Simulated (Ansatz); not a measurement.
## Relaxing a structure of Mg

The start is a relaxed Mg cell, doubled along one cell vector, shaken by Gaussian noise of σ = 0.08 Å a coordinate. The structure is fully relaxed (lattice and positions, P = 0) with r2SCAN (plane waves to 500 eV, PAW, scalar-relativistic; Ansatz, an electronic-structure program). The first steps use a coarse 4×8×11 k-mesh.

Initial structure:
```
Mg
1.0
   10.13422     0.00000     0.00000
   -2.53356     4.38825     0.00000
    0.00000     0.00000     3.08154
Mg
6
Cartesian
  0.01678   0.07982   0.04309
  5.07998  -0.03975  -0.13219
 -0.02593   2.88070   1.62731
  5.04125   2.86528   1.56241
  2.50186   1.42313   1.54681
  7.60452   1.59246   1.49746
```

Task: By how much does the energy per atom fall from start to end?

Result: 0.05 eV/atom.

Task: How does the volume change?

Result: -1.3 %, from 22.84 to 22.53 Å³/atom.

Task: Is the parent structure recovered?

Result: It does not go back: it reaches I4/mmm (No. 139), 0.04 eV/atom below the parent.

Task: How do the shortest distances between atoms change?

Result: The closest pairs of elements (up to four, under 3.6 Å), start → end: Mg–Mg 2.82 → 3.08 Å.

Task: What does it relax into? Give the structure.

Result: 
Space group I4/mmm (No. 139); a = b = 3.5296 Å, c = 3.6173 Å, α = β = γ = 90.00°

```csv
atom,site,symmetry,x,y,z
Mg,2a,4/mmm,0.0000,0.0000,0.0000
```
(The calculation used a cell of 1 atom; values per cell refer to that cell.)

Final values are on a 18×18×18 k-mesh of the relaxed cell. No spin polarisation in the result.

The relaxed structure here is a generated cell of Mg: the first start was made by placing the elements on the sites of a structure type, and the end was not matched to a known phase here, so it may be hypothetical. Known forms of Mg include space group No. 194.
